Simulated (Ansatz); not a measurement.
## MoSb in the NiAs-type structure

Method: PBEsol, scalar-relativistic; no spin polarisation; PAW, 420 eV, Γ-centred 10×10×6 mesh, 0.05 eV Gaussian smearing; code Ansatz. The datasets are Ansatz's generated set soft_2.

```xyz
4
Lattice="4.3008 0.0000 0.0000 -2.1504 3.7246 0.0000 0.0000 0.0000 5.2049" Properties=species:S:1:pos:R:3 pbc="T T T"
Mo    0.0000    0.0000    0.0000
Mo    0.0000    0.0000    2.6024
Sb    0.0000    2.4831    1.3012
Sb    2.1504    1.2415    3.9037
```

The structure was built from a prototype; whether the compound forms in it isn't claimed.

The cell above was scaled in volume, and shape and atoms were relaxed at each volume within its symmetry. Energies are counted from the cell above.

| V (Å³/atom) | ΔE (meV/atom) | P from the stress (GPa) |
| --- | --- | --- |
| 20.010 | 16.07 | 6.40 |
| 20.427 | 3.89 | 3.04 |
| 20.844 | 0.00 | 0.02 |
| 21.261 | 3.54 | -2.67 |
| 21.678 | 13.73 | -5.08 |

Task: Do the energies and the pressures agree? Compare −ΔE/ΔV between neighbouring points (1 meV/Å³ = 0.1602 GPa) with the mean of their pressures.

Result: 
```tsv
interval (Å³/atom)	−ΔE/ΔV (GPa)	mean P (GPa)
20.01 to 20.43	4.7	4.7
20.43 to 20.84	1.5	1.5
20.84 to 21.26	-1.4	-1.3
21.26 to 21.68	-3.9	-3.9
```
They differ by 0.04 GPa at most.

Task: What do the two routes give for V0, B0 and B0′?

Result: A third-order Birch–Murnaghan fit of the energies: V0 = 20.85 Å³/atom, B0 = 143 GPa, B0′ = 4.5. A polynomial of P in ln V, with B = −dP/d ln V at P = 0: V0 = 20.85 Å³/atom, B0 = 142 GPa, B0′ = 4.5.

B0·V0 = 142.5 GPa × 20.85 Å³ = 18.54 eV/atom sets the scale: near the minimum ΔE ≈ ½ B0 V0 x², with x = V/V0 − 1, and a pressure of 1.4 GPa squeezes the volume by about 1 %. At the ends of the curve: x = −4.0 % predicts 14.9 meV/atom and the run gives 16.1; x = +4.0 % predicts 14.8 meV/atom and the run gives 13.7. The lopsidedness is anharmonic: atoms resist being pushed together more than being pulled apart.

No spin–orbit coupling, a notable omission for heavy elements. The run is a metal.
